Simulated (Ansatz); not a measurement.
**Question.** Each is relaxed and computed with r²SCAN (plane waves, PAW; program Ansatz). Which is the only metal?
A) BP, Pm-3n (B on 6c, P on 6d)
B) InP, NiAs type
C) ZnO, NiAs type
D) InGaP2, R3m (In on 3a, Ga on 3a, P on 3a, P on 3a)

**Answer.** B, InP, NiAs type. InP: metal; InGaP2: gap 1.09 eV (direct); BP: gap 0.64 eV (indirect); ZnO: gap 1.36 eV (direct). Built on a structure type that need not be the filed one of that space group: ZnO, NiAs type. Typed or built starts, not in the databases checked: InP, NiAs type; BP, Pm-3n (B on 6c, P on 6d). Not the usual ambient phase: InP, NiAs type; BP, Pm-3n (B on 6c, P on 6d); ZnO, NiAs type. Standing as an ambient phase not checked: InGaP2, R3m (In on 3a, Ga on 3a, P on 3a, P on 3a). Perhaps ordered models of mixed-site phases: InGaP2, R3m (In on 3a, Ga on 3a, P on 3a, P on 3a). All cells were relaxed under the symmetry of their starts (and spin orders); stability against distortions was not tested throughout. Spin–orbit coupling is left out wherever it is not named.

Potentials: the later of the program's two PAW sets.
